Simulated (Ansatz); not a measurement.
### Question
Sb (diamond, space group No. 227) is relaxed with plane-wave PAW r²SCAN (Ansatz code). What lattice parameters of the conventional cell result?

### Answer
a = 6.946 Å.

### Question
Is it a metal or does it have a gap at this level?

### Answer
No gap at this level.

Space group Fd-3m (diamond). The start of the workflow was typed in or built on a structure type; neither database checked (COD, Materials Project) lists it. It is not the phase usual at ambient conditions (space group No. 166). The cell was relaxed with r²SCAN under the symmetry of its start. At this level the phase is mechanically unstable. Scalar-relativistic: spin–orbit coupling is off unless named, which matters more the heavier the elements.

Potentials: the earlier of the program's two PAW sets.
